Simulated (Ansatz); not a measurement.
## Structures of Sc$_{2}$F: which is lowest?

Plane-wave DFT in Ansatz with scalar-relativistic PAW potentials, cutoff 420 eV, Γ-centred meshes chosen by cell and gap, Gaussian smearing with energies taken to zero width. Every cell was relaxed (cell and atoms) in a run of its own, within the symmetry of its start. Functional: PBE.

Relaxed structures (starts from databases or built by putting these elements on another compound's sites):
A. R-3m, 3 atoms in the computed cell, a = 3.196 Å, c = 17.803 Å; sites (symmetry × multiplicity) Sc 3m × 6, F -3m × 3; start: built
B. R3m, 3 atoms in the computed cell, a = 3.208 Å, c = 17.845 Å; sites (symmetry × multiplicity) Sc 3m × 3 + 3m × 3, F 3m × 3; start: built

**Question.** Rank them by energy. Could pressure change the order?

**Answer.**
| structure | group | E − E(lowest) (meV/atom) | V (Å³/atom) | gap on mesh (eV) |
| --- | --- | --- | --- | --- |
| B | R3m | 0.0 | 17.67 | 0.00 |
| A | R-3m | 6.7 | 17.50 | 0.00 |

B is lowest, 7 meV/atom under A. The two lowest differ in volume by under 3 %, too little for a first-order estimate of what pressure does to that pair (other pairs aren't weighed here); with rigid cells even 3 % in favour of the higher one would need about 2 GPa. Other structures may lie lower than all of these, and vibrations aren't counted.

Spin polarisation was left out, and a magnetic state may lie lower.